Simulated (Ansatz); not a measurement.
# Calculated 41K NMR of the central transition for KTaF6

Cell: a Materials Project structure (computed, not necessarily an observed phase), taken as it stands.

Space group P-4c2 (No. 116); a = 5.2887, c = 9.9723 Å.

| site | Wyckoff | site symmetry | x | y | z |
| --- | --- | --- | --- | --- | --- |
| K | 2c | -4.. | 0.0000 | 0.0000 | 0.0000 |
| Ta | 2b | 2.22 | 0.5000 | 0.5000 | 0.2500 |
| F5 | 4e | ..2 | 0.2418 | 0.2418 | 0.2500 |
| F9 | 8j | 1 | 0.3072 | 0.6724 | 0.1141 |

One atom of each set is listed.

Method: Kohn–Sham DFT in Ansatz, PBE, plane waves and PAW, with spin–orbit coupling, 420 eV cutoff, Γ-centred 4×4×2 k-points, Fermi–Dirac smearing 0.02 eV.

41K has I = 3/2 and Q = 73.40 mb (Pyykkö 2018); at 28.2 T its Larmor frequency is ν₀ = 30.8 MHz. Only the quadrupole interaction is simulated: positions count from each site's isotropic chemical shift, and J coupling is left out, as are shift anisotropy and dipolar coupling, which fast spinning averages.

Q: What does the 41K spectrum (fast magic-angle spinning) show for each site?

A: 

```csv
site,first shell,C_Q (MHz),η,P_Q (MHz),δ_QIS (ppm),breadth (kHz)
K,8 F at 2.63–3.08 Å,0.752,0.00,0.752,-14.9,0.984
```

δ_QIS = −(ν_Q²/30ν₀²)[I(I+1) − 3/4](1 + η²/3) × 10⁶ ppm with ν_Q = 3|C_Q|/[2I(2I−1)]; it falls as 1/B₀² in ppm, and the breadth as 1/B₀ in kHz.

An axis of threefold or higher order runs through K, so V_zz lies along it and η is zero.
